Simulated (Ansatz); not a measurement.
A geometry of MgF$_{2}$ away from equilibrium: step 2 of the relaxation of a generated cell, MgF2 built in the AFLOW prototype A2B_oP12_62_2c_c (C25, as in HgCl2). These are PBEsol (plane waves to 420 eV, PAW, scalar-relativistic; Ansatz, a first-principles code) values and carry that method's errors. Γ-centred k-mesh 2×4×6 on the run's cell (coarser than for final values), Fermi–Dirac smearing 0.05 eV. The plane waves were selected for a different cell earlier on the path.

```yaml
crystal:
  lattice:
    - [9.69319, 0.00000, 0.00000]
    - [0.00000, 4.22734, 0.00000]
    - [0.00000, 0.00000, 3.26725]
  atoms:
    - { symbol: Mg, position: [0.37282, 0.75000, 0.93077] }
    - { symbol: Mg, position: [0.87282, 0.75000, 0.56923] }
    - { symbol: Mg, position: [0.62718, 0.25000, 0.06923] }
    - { symbol: Mg, position: [0.12718, 0.25000, 0.43077] }
    - { symbol: F, position: [0.23663, 0.75000, 0.58361] }
    - { symbol: F, position: [0.73663, 0.75000, 0.91639] }
    - { symbol: F, position: [0.76337, 0.25000, 0.41639] }
    - { symbol: F, position: [0.26337, 0.25000, 0.08361] }
    - { symbol: F, position: [0.00242, 0.75000, 0.21135] }
    - { symbol: F, position: [0.50242, 0.75000, 0.28865] }
    - { symbol: F, position: [0.99758, 0.25000, 0.78865] }
    - { symbol: F, position: [0.49758, 0.25000, 0.71135] }
```

Task: Give the Cartesian forces on all atoms (eV/Å).

Result: 
| atom | Fx | Fy | Fz |
|---|---|---|---|
| Mg1 | -0.36 | 0.00 | -0.56 |
| Mg2 | -0.36 | 0.00 | 0.56 |
| Mg3 | 0.36 | 0.00 | 0.56 |
| Mg4 | 0.36 | 0.00 | -0.56 |
| F5 | -1.60 | 0.00 | -1.76 |
| F6 | -1.60 | 0.00 | 1.76 |
| F7 | 1.60 | 0.00 | 1.76 |
| F8 | 1.60 | 0.00 | -1.76 |
| F9 | 1.71 | 0.00 | -1.54 |
| F10 | 1.71 | 0.00 | 1.54 |
| F11 | -1.71 | 0.00 | 1.54 |
| F12 | -1.71 | 0.00 | -1.54 |

The path ends in Pnma (No. 62). No spin polarisation in the result.

The run could not lose the symmetry of its start.

The first start was generated by placing the elements on the sites of a structure type. Materials Project lists a structure of MgF2 in the same space group, Pnma (No. 62); the sites were not compared with it, nor with measured phases. Known forms of MgF2 include space group No. 136.
